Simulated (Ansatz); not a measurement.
**Is this Al3BSb2 structure a true minimum?**

The structure comes from a generated guess, relaxed at this level; another structure or a mixture of phases may lie lower.

Theory: Ansatz 0.2.0, DFT PBE, scalar-relativistic, plane waves, PAW. Plane waves to 420 eV, a k mesh through Γ of 8×8×10 on the computed 6-atom cell and Gaussian smearing (0.10 eV); no spin polarisation.

The cell below (6 atoms, space group Cmmm (No. 65)) is relaxed within its symmetry.

```
CELL_PARAMETERS angstrom
2.14010 -9.22517 0.00000
2.14010 9.22517 0.00000
0.00000 0.00000 3.28545
ATOMIC_POSITIONS crystal
Al 0.07442 0.92558 0.50000
Al 0.92558 0.07442 0.50000
Al 0.50000 0.50000 0.00000
B 0.00000 0.00000 0.00000
Sb 0.66615 0.33385 0.50000
Sb 0.33385 0.66615 0.50000
```

For the test a repeat of it with 12 atoms (edges 4.28, 6.57, 9.47 Å) was strained at random (σ = 1.5 % a component), the atoms were moved at random (σ = 0.10 Å), and all was relaxed again on a coarse 6×4×6 mesh (in the run’s order of axes) with 0.20 eV smearing, with no symmetry imposed.

No dispersion correction is applied, so the spacing and binding between layers, chains or molecules are poorly described. Spin–orbit coupling, which can matter for Sb, is left out.

Question: What happens?

Answer: It doesn't return. The energy falls by 74 meV/atom on that mesh, the volume changes by 10.4 %, and the end has space group C2/m (No. 12) at a loose tolerance. Relaxed again on an 8×8×6 mesh with 0.10 eV smearing, the new structure lies 60 meV/atom below the first (mesh in the axes of the run's cell; the cell below is made exact in the group named). Space group C2/m (No. 12), monoclinic, a = 20.098 Å, b = 4.150 Å, c = 6.866 Å, β = 92.4°. Al on its first site is surrounded by 2 B at 2.14–2.25 Å, 3 Al at 2.74–2.82 Å and 2 Sb at 2.75 Å; Al on its second site is surrounded by 2 B at 2.14–2.25 Å, 3 Al at 2.74–2.82 Å and 2 Sb at 2.75 Å; B has 6 Al at 2.14–2.25 Å; Sb on its first site has 3 Al at 2.75–2.88 Å and 1 Sb at 2.90 Å; 2 more sites not described.

```
CELL_PARAMETERS angstrom
10.04894 -2.07477 0.00000
10.04894 2.07477 0.00000
-0.29036 0.00000 6.86009
ATOMIC_POSITIONS crystal
Al 0.93184 0.93184 0.50034
Al 0.93185 0.93185 0.98273
Al 0.06816 0.06816 0.49966
Al 0.06815 0.06815 0.01727
Al 0.46692 0.46692 0.24579
Al 0.53308 0.53308 0.75421
B 0.00035 0.00035 0.25006
B 0.99965 0.99965 0.74994
Sb 0.34327 0.34327 0.44220
Sb 0.34325 0.34325 0.01935
Sb 0.65673 0.65673 0.55780
Sb 0.65675 0.65675 0.98065
```
